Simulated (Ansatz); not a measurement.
Is this AlGa₂P₃ structure a true minimum?

It was reached by relaxing an invented guess, and it needn't be the stable form of this composition.

Level of theory: Ansatz, DFT PBE, scalar-relativistic, plane waves, PAW. Cutoff 420 eV; k points 10×10×10 on the computed 6-atom cell (Γ-centred); Gaussian smearing, width 0.02 eV; no spin polarisation.

The cell below (6 atoms, space group I-4m2 (No. 119)) is relaxed within its symmetry.

```cif
data_structure
_symmetry_space_group_name_H-M 'P 1'
_symmetry_Int_Tables_number 1
_cell_length_a 8.7048
_cell_length_b 8.7048
_cell_length_c 8.7048
_cell_angle_alpha 154.146
_cell_angle_beta 154.146
_cell_angle_gamma 36.887
_cell_volume 125.26
loop_
_atom_site_label
_atom_site_type_symbol
_atom_site_fract_x
_atom_site_fract_y
_atom_site_fract_z
_atom_site_occupancy
Al1 Al 0.50000 0.50000 0.00000 1
Ga1 Ga 0.83332 0.83332 0.00000 1
Ga2 Ga 0.16667 0.16667 0.00000 1
P1 P 0.41704 0.91704 0.50000 1
P2 P 0.08296 0.58296 0.50000 1
P3 P 0.75000 0.25000 0.50000 1
```

For the test a repeat of it with 12 atoms (edges 3.89, 7.79, 8.70 Å) was strained at random (σ = 1.5 % a component), the atoms were moved at random (σ = 0.15 Å), and all was relaxed again on a coarse 4×2×4 mesh (in the run’s order of axes) with 0.10 eV smearing, with no symmetry imposed.

**Question.** Does it come back?

**Answer.** It returns, within 1 meV/atom of the unmoved cell on that mesh and with the same symmetry when read at 0.1 Å. No instability shows in this cell; modes of other wave vectors, which need another repeat, aren't tested.
